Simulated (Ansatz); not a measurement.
SrO:
```
CELL_PARAMETERS angstrom
      3.54713     0.00000     0.00000
     -1.77357     3.07191     0.00000
      0.00000     0.00000     6.20875
ATOMIC_POSITIONS crystal
  Sr 0.33333 0.66667 0.25000
  Sr 0.66667 0.33333 0.75000
  O  0.00000 0.00000 0.00000
  O  0.00000 0.00000 0.50000
```

Relaxed with r²SCAN. Independent-particle spectrum: no excitons, no local fields, no scissors shift; 0.1 eV broadening; ε₁ of the summed bands alone.

**Question.** Tabulate the dielectric function from r²SCAN (plane waves, PAW; program Ansatz).

**Answer.** 

| E (eV) | ε₁ xx | ε₂ xx | ε₁ zz | ε₂ zz |
|---|---|---|---|---|
| 0.0 | 3.60 | 0.00 | 3.62 | 0.00 |
| 0.3 | 3.60 | 0.00 | 3.63 | 0.00 |
| 0.6 | 3.61 | 0.00 | 3.64 | 0.00 |
| 0.9 | 3.63 | 0.00 | 3.66 | 0.00 |
| 1.2 | 3.66 | 0.00 | 3.69 | 0.00 |
| 1.5 | 3.69 | 0.00 | 3.74 | 0.00 |
| 1.8 | 3.73 | 0.00 | 3.79 | 0.00 |
| 2.1 | 3.79 | 0.00 | 3.87 | 0.00 |
| 2.4 | 3.86 | 0.00 | 3.96 | 0.00 |
| 2.7 | 3.94 | 0.00 | 4.09 | 0.00 |
| 3.0 | 4.05 | 0.00 | 4.27 | 0.00 |
| 3.3 | 4.18 | 0.00 | 4.56 | 0.00 |
| 3.6 | 4.36 | 0.00 | 5.19 | 0.02 |
| 3.9 | 4.63 | 0.00 | 6.04 | 1.67 |
| 4.2 | 5.03 | 0.21 | 4.59 | 2.65 |
| 4.5 | 5.30 | 0.47 | 3.57 | 2.13 |
| 4.8 | 5.71 | 0.99 | 3.59 | 1.42 |
| 5.1 | 5.66 | 1.47 | 4.20 | 1.64 |
| 5.4 | 5.80 | 1.80 | 3.64 | 1.83 |
| 5.7 | 6.31 | 2.41 | 3.76 | 1.72 |
| 6.0 | 7.50 | 4.57 | 3.79 | 2.28 |
| 6.3 | 2.08 | 5.91 | 2.61 | 1.29 |
| 6.6 | 1.66 | 3.68 | 3.61 | 1.10 |
| 6.9 | 2.76 | 1.82 | 3.93 | 1.24 |
| 7.2 | 4.21 | 2.50 | 4.24 | 1.36 |
| 7.5 | 3.46 | 3.53 | 4.68 | 1.36 |
| 7.8 | 3.59 | 2.96 | 5.65 | 2.07 |
| 8.1 | 4.68 | 6.13 | 6.32 | 3.82 |
| 8.4 | 1.21 | 4.47 | 4.61 | 6.19 |
| 8.7 | 1.42 | 3.86 | 2.28 | 5.35 |
| 9.0 | 1.36 | 4.09 | 2.37 | 4.74 |
| 9.3 | 1.13 | 3.09 | 1.21 | 4.51 |
| 9.6 | 1.34 | 3.72 | 1.34 | 3.81 |
| 9.9 | 0.49 | 4.03 | 1.43 | 3.91 |
| 10.2 | 0.10 | 3.00 | 1.16 | 4.13 |
| 10.5 | 0.32 | 2.71 | 0.65 | 3.66 |
| 10.8 | -0.02 | 3.46 | 0.56 | 4.83 |
| 11.1 | -0.72 | 2.41 | -1.33 | 4.00 |
| 11.4 | -0.32 | 1.57 | -0.84 | 2.06 |
| 11.7 | -0.23 | 1.51 | -0.25 | 2.30 |
| 12.0 | -0.25 | 1.21 | -1.30 | 1.95 |

With all bands, ε∞ without local fields is 3.71 (xx = yy), 3.73 (zz). DFPT, with local fields, gives 3.57 (xx = yy), 3.71 (zz).

Space group P6_3/mmc (NiAs type). The first step of the workflow began from a Materials Project structure, measured or hypothetical; the Crystallography Open Database copy checked does not list it. It is not the phase usual at ambient conditions (space group No. 225). The cell was relaxed with r²SCAN under the symmetry of its start; its stability against distortions is not shown here. Scalar-relativistic: spin–orbit coupling is off unless named, which matters more the heavier the elements.

Potentials: the later of the program's two PAW sets.
